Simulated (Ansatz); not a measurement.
Given:

CdSe:
```
CELL_PARAMETERS angstrom
      4.24750     0.00000     0.00000
     -2.12375     3.67844     0.00000
      0.00000     0.00000     6.94030
ATOMIC_POSITIONS crystal
  Cd 0.66667 0.33333 0.00029
  Cd 0.33333 0.66667 0.50029
  Se 0.66667 0.33333 0.62491
  Se 0.33333 0.66667 0.12491
```

This is the LDA-relaxed structure. Tensor components refer to the Cartesian frame of this cell.

Q: All from LDA in the plane-wave PAW code Ansatz, unless another level is named. Estimate the highest zone-centre frequency (without LO–TO term).

A: 192 cm⁻¹.

Q: And the zero-point energy?

A: 23.6 meV/atom.

Q: What about the Young's modulus?

A: 43.7 GPa.

Q: Give the piezoelectric stress constants (proper, relaxed ions, C/m²).

A: e15 = e24 = 0.10, e31 = e32 = 0.16, e33 = -0.25.

Space group P6_3mc (wurtzite). The LDA relaxation kept the symmetry of its start; phonons on a q-mesh show no instability.

Potentials: the later of the program's two PAW sets.
